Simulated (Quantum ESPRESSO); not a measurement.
Space group P-3m1 (No. 164); a = b = 3.830 Å, c = 10.370 Å, α = β = 90.00°, γ = 120.00°

| atom | site | symmetry | x | y | z |
|---|---|---|---|---|---|
| C | 1a | -3m. | 0.0000 | 0.0000 | 0.0000 |
| Y | 2d | 3m. | 0.3333 | 0.6667 | 0.1259 |
| I | 2d | 3m. | 0.6667 | 0.3333 | 0.3336 |

Cell and atoms were relaxed with PBE+D3(BJ) from Materials Project entry mp-1206803, within its symmetry.

**Question.** What does PBEsol (pw.x of Quantum ESPRESSO, ONCV potentials, scalar-relativistic) give for the electronic structure near the Fermi level?

**Answer.** The PBEsol gap is indirect, 0.32 eV, from Γ to M; the smallest direct gap is 0.78 eV. Without spin-orbit coupling, band edges of such heavy elements can be off by tenths of an eV.

The structure is a Materials Project entry; no match was found in the copy of COD used, and its stability was not checked.
